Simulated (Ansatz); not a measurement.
TiGeSb:
Space group P4/nmm, origin choice 1 (No. 129); a = b = 3.701 Å, c = 8.240 Å, α = β = γ = 90.00°

| atom | site | symmetry | x | y | z |
|---|---|---|---|---|---|
| Ti | 2c | 4mm | 0.5000 | 0.0000 | 0.2471 |
| Ge | 2a | -4m2 | 0.0000 | 0.0000 | 0.0000 |
| Sb | 2c | 4mm | 0.0000 | 0.5000 | 0.3838 |

Relaxed at zero pressure with plane-wave PAW r²SCAN (Ansatz code).

Problem. The volume is raised by 6 % and shape and atoms relax at that volume. What pressure results, and how do the axes share the change?

Solution. -5.5 GPa; a 1.9 %, b 1.9 %, c 2.0 %; the energy rises by 20 meV/atom.

Problem. Give the new structure.

Solution. 
Space group P4/nmm, origin choice 1 (No. 129); a = 3.7726 Å, b = 3.7726 Å, c = 8.4072 Å, α = 90.00°, β = 90.00°, γ = 90.00°

```
atom  site  symmetry       x       y       z
----  ----  --------  ------  ------  ------
Ti      2c       4mm  0.5000  0.0000  0.2466
Ge      2a      -4m2  0.0000  0.0000  0.0000
Sb      2c       4mm  0.0000  0.5000  0.3828
```

The phase is kept; no other phase was compared at this pressure.

The workflow started from an entry of the Crystallography Open Database (COD, 295 K). Its standing as an ambient phase is unchecked. The cell was relaxed with r²SCAN under the symmetry of its start; its stability against distortions is not shown here. The run is not spin-polarised. Scalar-relativistic: spin–orbit coupling is off unless named, which matters more the heavier the elements.

Potentials: the later of the program's two PAW sets.
